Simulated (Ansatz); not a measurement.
BAs (zinc blende)

```
CELL_PARAMETERS angstrom
      0.00000     2.39195     2.39195
      2.39195     0.00000     2.39195
      2.39195     2.39195     0.00000
ATOMIC_POSITIONS crystal
  As 0.75000 0.75000 0.75000
  B  0.00000 0.00000 0.00000
```

The slice is a {110} plane (indices of the conventional cell) through the point (0.000, 0.000, 0.000) (fractional), spanned by u = [100] and v = [1 -1 -1] in vectors of this cell: u (3.38 Å) and v (4.78 Å, at 90° to u). It covers one period; positions are fractions (u, v).

These are r2SCAN (plane waves to 500 eV, PAW, scalar-relativistic; Ansatz, a first-principles code) values and carry that method's errors. k mesh 12×12×12. Near the nuclei the fields are pseudised (PAW); where an atom keeps semicore shells as valence, they peak there. BAs was relaxed with its symmetry unable to fall.

**Question.** The ELF has a maximum in the middle third of the As–B line. Where, and how high?

**Answer.** 0.91, 1.2 Å from As.

**Question.** What is the ELF at the midpoint of the shortest As–B line in this plane (2.07 Å)?

**Answer.** 0.9.

**Question.** What is the valence density on the shortest As–B line in this plane (2.07 Å), at its midpoint?

**Answer.** 0.80 e/Å³.

**Question.** Sketch the valence electron density on this plane as a map.

**Answer.** 
```
|----======----::::::::::::::----======--|
|========----::::::......::::::----======|
|======----::::::..........::::::----====|
|====------::::....      ....::::------==|
|--------::::....          ....::::------|
|------::::....              ....::::----|
|::::::::......              ......::::::|
|::::::......                  ......::::|
|............                  ..........|
|..........                      ........|
|....        ..................        ..|
|          ......................        |
|        ......::::::::::::::......      |
|      ......::::::------::::::......    |
|      ....::::--------------::::....    |
|    ....::::----==========----::::....  |
|......::::----==++++++++++==----::::....|
|......::----==++**######**++==----::....|
|..::::::--==++**##%%%%%%##**++==--::::::|
|::::::----==++##%%@@@@@@%%##++==----::::|
|::::----====++##%%@@@@@@%%##++====----::|
|--------====++##%%@@@@@@%%##++====------|
|------======++**##%%%%%%##**++======----|
|==============++**######**++============|
|================++++++++++==============|
|========================================|
|----==========--------------==========--|
|::--======----------------------======--|
```
Scale: ten equal steps from -1.53 (start of ' ') to 1.53 (end of '@'), in the order ' .:-=+*#%@'. Values: log₁₀ of the valence density in e/Å³. The map has 20 points along u (two characters each, u = 0 at the left) and 28 along v (v = 0 in the bottom row). The scale is logarithmic, as a density can span decades between atoms and voids.
